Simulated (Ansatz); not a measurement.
MoRh in space group Pmma (No. 51; Mo on 2e, Rh on 2f) under volume change, the program Ansatz at the LDA level (PAW), shape and atoms relaxed at each volume.

```json
[
 {"V (Å³/atom)": "12.726", "E − E(relaxed) (meV/atom)": "131.4", "P (GPa)": "36.49"},
 {"V (Å³/atom)": "13.145", "E − E(relaxed) (meV/atom)": "55.0", "P (GPa)": "22.24"},
 {"V (Å³/atom)": "13.565", "E − E(relaxed) (meV/atom)": "(withheld)", "P (GPa)": "(withheld)"},
 {"V (Å³/atom)": "13.984", "E − E(relaxed) (meV/atom)": "0.0", "P (GPa)": "0.00"},
 {"V (Å³/atom)": "14.404", "E − E(relaxed) (meV/atom)": "11.6", "P (GPa)": "-8.60"},
 {"V (Å³/atom)": "14.823", "E − E(relaxed) (meV/atom)": "(withheld)", "P (GPa)": "(withheld)"},
 {"V (Å³/atom)": "15.243", "E − E(relaxed) (meV/atom)": "93.5", "P (GPa)": "-21.92"}
]
```

Some entries are withheld; supply them.


- 14.823, E − E(relaxed) (meV/atom): 43.8
- 14.823, P (GPa): -15.84
- 13.565, E − E(relaxed) (meV/atom): 13.0
- 13.565, P (GPa): 10.19

What does a third-order Birch–Murnaghan fit give for V₀, B₀ and B′?

V₀ = 13.98 Å³/atom, B₀ = 311 GPa, B′ = 4.6.

The first step of the workflow began from a Materials Project structure, measured or hypothetical; the Crystallography Open Database copy checked does not list it. With Mo and Rh taken as one species the cell has the higher symmetry P6_3/mmc, so it may be an ordered model of a mixed-site phase. Its standing as an ambient phase is unchecked. The LDA relaxation kept the symmetry of its start; of distortions, only those at the zone centre were tested. No spin polarisation was allowed.

Potentials: the later of the program's two PAW sets.
